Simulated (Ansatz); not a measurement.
**Notes on AsIr₂**

```
CELL_PARAMETERS angstrom
3.17026 5.49104 0.00000
-3.17026 5.49104 0.00000
0.00000 0.00000 3.65995
ATOMIC_POSITIONS crystal
As 0.33330 0.33340 0.00000
As 0.66670 0.66660 0.00000
Ir 0.25750 0.74250 0.00000
Ir 0.74250 0.00000 0.00000
Ir 0.00000 0.25750 0.00000
Ir 0.59570 0.40430 0.50000
Ir 0.40430 0.00000 0.50000
Ir 0.00000 0.59570 0.50000
As 0.00000 0.00000 0.50000
```

Method: PBE, no spin polarisation; PAW, plane waves to 420 eV, 6×6×9 Γ-centred mesh, fermi-dirac occupations (width 0.1 eV) (Ansatz 0.2.0), atoms fixed.

- Contacts: As–Ir at 2.39 Å: least valence density 0.67 e/Å³ and ELF 0.50 there. Ir–Ir at 2.82 Å: least valence density 0.38 e/Å³ and ELF 0.34 there. These are pseudo-fields; inside the PAW spheres they differ from the all-electron ones.
- At the Fermi level: It is a metal, with about 10 states/eV a cell as the mean within 0.25 eV of the Fermi level, mostly Ir d (86 %).
- Charges: Bader charges in e: As +0.34 to +0.38, Ir -0.26 to -0.10. In the mean As gives up most and Ir takes most.
- Forces: The largest is on Ir5 (and as large on other atoms): 0.90 eV/Å, components (-0.45, 0.78, 0.00). It makes 50° with the line to a nearest neighbour, As2 at 2.39 Å.

Origin: a known structure type with other elements, at an estimated volume, so it need not be a known compound. Caveats: many states at the Fermi level without spin polarisation, so a magnetic state may lie lower; atoms or cell far from equilibrium.
